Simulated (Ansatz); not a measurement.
TiC (rock salt)

```cif
data_C4Ti4
_chemical_formula_sum 'C4 Ti4'
_space_group_name_H-M_alt 'Fm-3m'
_space_group_IT_number 225
_space_group_name_Hall '-F 4 2 3'
_cell_length_a 4.32781
_cell_length_b 4.32781
_cell_length_c 4.32781
_cell_angle_alpha 90.000
_cell_angle_beta 90.000
_cell_angle_gamma 90.000
loop_
_atom_site_label
_atom_site_type_symbol
_atom_site_symmetry_multiplicity
_atom_site_Wyckoff_symbol
_atom_site_fract_x
_atom_site_fract_y
_atom_site_fract_z
_atom_site_occupancy
C1 C 4 a 0.00000 0.00000 0.00000 1
Ti1 Ti 4 b 0.50000 0.50000 0.50000 1
```
(The calculation used a cell of 2 atoms; values per cell refer to that cell.)

Two coordinates are scanned: the volume, and the ratio of the stretch along z (the conventional c axis) to the stretch across it. Atoms keep their fractional coordinates.

Level of theory: r2SCAN (plane waves to 500 eV, PAW, scalar-relativistic; Ansatz, a first-principles code). k mesh 18×18×18 (Γ-centred), Fermi-Dirac smearing 0.05 eV. Stress and pressure are positive under compression. With partly filled bands, the response to shear is sensitive to the k mesh, so small differences along c/a are uncertain. TiC is run without spin polarisation. TiC was relaxed with its symmetry unable to fall. 

| σxx (GPa) | V/V₀ = 0.960 | V/V₀ = 0.980 | V/V₀ = 1.000 | V/V₀ = 1.020 | V/V₀ = 1.040 |
|---|---|---|---|---|---|
| (c/a)/(c/a)₀ = 0.920 | 0.0 | -5.0 | ? | -13.6 | -17.3 |
| (c/a)/(c/a)₀ = 0.960 | 5.5 | 0.0 | -5.0 | ? | -13.6 |
| (c/a)/(c/a)₀ = 1.000 | ? | 5.5 | 0.0 | -5.0 | ? |
| (c/a)/(c/a)₀ = 1.040 | 18.4 | ? | 5.7 | 0.2 | -4.8 |
| (c/a)/(c/a)₀ = 1.080 | 25.9 | 18.7 | 12.1 | 6.1 | 0.6 |

Question: What belongs in the gaps?

Answer: 
- (c/a)/(c/a)₀ = 0.920, V/V₀ = 1.000: -9.5
- (c/a)/(c/a)₀ = 0.960, V/V₀ = 1.020: -9.6
- (c/a)/(c/a)₀ = 1.000, V/V₀ = 0.960: 11.6
- (c/a)/(c/a)₀ = 1.000, V/V₀ = 1.040: -9.5
- (c/a)/(c/a)₀ = 1.040, V/V₀ = 0.980: 11.7

(Under strain, the slope of the energy per volume gives the stress and its curvature an elastic modulus.)
